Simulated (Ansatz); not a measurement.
## Is this Zr₃TiN₄ structure stable?

It was reached by relaxing an invented guess, and it needn't be the stable form of this composition.

These are results of DFT PBE, scalar-relativistic, plane waves, PAW (Ansatz), not measurements. Plane waves to 420 eV, an 8×8×12 mesh through Γ for the 8-atom cell and 0.10 eV Gaussian smearing; no spin polarisation.

```
Zr Ti N
1.0
     3.19253   -4.51659    0.00000
     3.19253    4.51659    0.00000
     0.00000    0.00000    3.20119
Zr Ti N
3 1 4
Cartesian
  1.5963 -2.2583 0.0000
  3.1925 0.0000 1.6006
  1.5963 2.2583 0.0000
  0.0000 0.0000 1.6006
  4.8530 0.0000 0.0000
  3.1925 -2.3047 1.6006
  3.1925 2.3047 1.6006
  1.5321 0.0000 0.0000
```

The zero of energy is the elements' standard structures at the same level (N₂ as a molecule); no fitted shifts are applied.

Task: These tests were run: energy against the elements; random kick, then relaxation without symmetry; phonons on a 1×1×2 q mesh. What do they show?

Result:

```
                                         test                         result
                  energy against the elements                  −1.69 eV/atom
random kick, then relaxation without symmetry                        returns
                    phonons on a 1×1×2 q mesh  no imaginary mode on the mesh
```

It fails none of these tests. Other phases of the system weren't compared here, so this isn't yet thermodynamic stability.

The kick test ran on a coarse mesh. The run for the phonons used an 8×8×12 k mesh and Fermi–Dirac smearing of 0.15 eV.
